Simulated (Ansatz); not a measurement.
## Fermi surface of AlNi (Pm-3m)

```
Al Ni
1.0
     2.86259    0.00000    0.00000
     0.00000    2.86259    0.00000
     0.00000    0.00000    2.86259
Al Ni
1 1
Cartesian
  0.0000 0.0000 0.0000
  1.4313 1.4313 1.4313
```

Conventional cell: a = 2.863 Å, b = 2.863 Å, c = 2.863 Å, α = 90.00°, β = 90.00°, γ = 90.00°. Around Al (atom 1) lie 8 Ni at 2.48 Å. Ni (atom 2) is surrounded by 8 Al at 2.48 Å.

Computed, not measured; unless marked otherwise by PBEsol, all-electron LAPW in Ansatz 0.2.0, scalar-relativistic. k mesh 12×12×12, fine mesh 20×20×20, Fermi-Dirac smearing of 0.100 eV, basis error target 1 meV/atom. The cell was relaxed by PAW under this functional.

Levels and slopes are solved on a 20×20×20 mesh, and each state is taken as quadratic over its cell.

Question: What is the density of states at the Fermi level, and which bare Sommerfeld coefficient follows?

Answer: N(E_F) = 0.401 states/eV/atom (both spins), so γ = (π²/3) k_B² N(E_F) = 0.945 mJ/(mol-atom K²) without electron-phonon or spin-fluctuation enhancement.

Question: What Drude plasma energy and σ/τ do the band velocities give?

Answer: (ħω_p,α)² = (e²/ε₀VN_k) Σ_nkσ (∂E/∂k_α)² δ(E − E_F) gives ħω_p = (7.08, 7.08, 7.08) eV along x, y, z, and σ/τ = ε₀ω_p² = 10.3×10²⁰ Ω⁻¹m⁻¹s⁻¹ along x. Weighted by the density of states, the mean Fermi speed is 0.739×10⁶ m/s; the surface has an area of 20.6 Å⁻² for each spin direction.

Question: Which bands cross the Fermi level, and what do they carry?

Answer: 

```csv
band,filled part,N (states/eV/cell),speed (10⁶ m/s),5th to 95th percentile,area (Å⁻²),filling
1,0.98,0.0592,0.884,0.57 to 1.32,1.82,nearly full
2,0.52,0.742,0.727,0.59 to 0.94,18.8,partly filled
```

Question: Map the plane k₃ = 0 of the mesh: how many bands lie under the Fermi level at each point, counted from the least on the plane?

Answer: k₁ runs to the right and k₂ upwards, each from −½ to ½ with 0 in the middle (the axes needn't be at right angles):
```
11111111111111111111
11111111111111111111
11111011111111101111
11110000000000000111
11100000000000000011
11110000000000000111
11110000000000000111
11110000000000000111
11110000000000000111
11110000000000000111
11110000000000000111
11110000000000000111
11110000000000000111
11110000000000000111
11100000000000000011
11110000000000000111
11111011111111101111
11111111111111111111
11111111111111111111
11111111111111111111
```

Question: On PAW files the program sums the optical response inside the mesh cells, interband lines and its own Drude term. Where does ε₁ rise through zero (a sharp plasmon if ε₂ is small there), and how much light is reflected?

Answer: 

| Quantity | Value |
| --- | --- |
| Fine mesh | 20, 20, 20 |
| Window top | 30 eV |
| Line width | 0.2 eV |
| Drude damping | 0.03 eV |
| ε₁ rises through zero at x | 1.79, 3.35, 4.93, 17.38, 18.62 eV |
| ε₂ there x | 5.92, 7.33, 8.78, 0.62, 0.61 |
| Plasma energy (x, y, z) | 7.202, 7.202, 7.202 eV |
| Reflectivity at 1 eV, x-polarised | 0.9704 |
| Reflectivity at 2 eV, x-polarised | 0.3301 |
| Reflectivity at 3 eV, x-polarised | 0.4847 |

The plasma energy here is the program's own sum at the run's smearing; it differs from the value above by up to 2 %, through mesh and smearing.

Question: What does PAW give for the same cell?

Answer: N(E_F) = 0.401 states/eV/atom and ħω_p,x = 7.09 eV.

Keep in mind: these sums move with the mesh, by several per cent and more for small sheets; frozen-core PAW files fitted under PBE, their cores solved anew for the functional of the run.
